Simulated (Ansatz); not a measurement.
# BiS in the WC-type structure

Computed with Ansatz (plane waves, PAW, 500 eV cutoff): r²SCAN, scalar-relativistic, no spin polarisation, Γ-centred 10×10×8 mesh, 0.05 eV Gaussian smearing. The datasets are Ansatz's generated set soft_2.

```cif
data_structure
_symmetry_space_group_name_H-M 'P 1'
_symmetry_Int_Tables_number 1
_cell_length_a 3.7157
_cell_length_b 3.7157
_cell_length_c 4.0869
_cell_angle_alpha 90.000
_cell_angle_beta 90.000
_cell_angle_gamma 120.000
_cell_volume 48.86
loop_
_atom_site_label
_atom_site_type_symbol
_atom_site_fract_x
_atom_site_fract_y
_atom_site_fract_z
_atom_site_occupancy
Bi1 Bi 0.00000 0.00000 0.00000 1
S1 S 0.66667 0.33333 0.50000 1
```

This is a trial structure made by placing the elements on a prototype's sites, so it needn't be the stable form.

The cell above was scaled in volume, and shape and atoms were relaxed at each volume within its symmetry. Energies are counted from the cell above.

Cell and atoms are those of this level's equilibrium.

```csv
V (Å³/atom),ΔE (meV/atom),P from the stress (GPa)
23.455,8.47,2.95
23.944,1.99,1.40
24.432,0.00,0.00
24.921,1.98,-1.24
25.410,7.52,-2.37
26.143,21.77,-3.85
```

Task: Do the energies and the pressures agree? Compare −ΔE/ΔV between neighbouring points (1 meV/Å³ = 0.1602 GPa) with the mean of their pressures.

Result: 
```tsv
interval (Å³/atom)	−ΔE/ΔV (GPa)	mean P (GPa)
23.46 to 23.94	2.1	2.2
23.94 to 24.43	0.7	0.7
24.43 to 24.92	-0.6	-0.6
24.92 to 25.41	-1.8	-1.8
25.41 to 26.14	-3.1	-3.1
```
They differ by 0.05 GPa at most.

Task: What do the two routes give for V0, B0 and B0′?

Result: A third-order Birch–Murnaghan fit of the energies: V0 = 24.43 Å³/atom, B0 = 65 GPa, B0′ = 4.5. A polynomial of P in ln V, with B = −dP/d ln V at P = 0: V0 = 24.43 Å³/atom, B0 = 66 GPa, B0′ = 4.5.

B0·V0 = 65.4 GPa × 24.43 Å³ = 9.97 eV/atom sets the scale: near the minimum ΔE ≈ ½ B0 V0 x², with x = V/V0 − 1, and a pressure of 0.7 GPa squeezes the volume by about 1 %. At the ends of the curve: x = −4.0 % predicts 7.9 meV/atom and the run gives 8.5; x = +7.0 % predicts 24.7 meV/atom and the run gives 21.8. Compression costs more and expansion less than the parabola says, since the crystal stiffens as it shrinks; B0′ measures that.

These numbers lack spin–orbit coupling. The cell is a metal with an odd number of electrons, and spin polarisation wasn't tried.
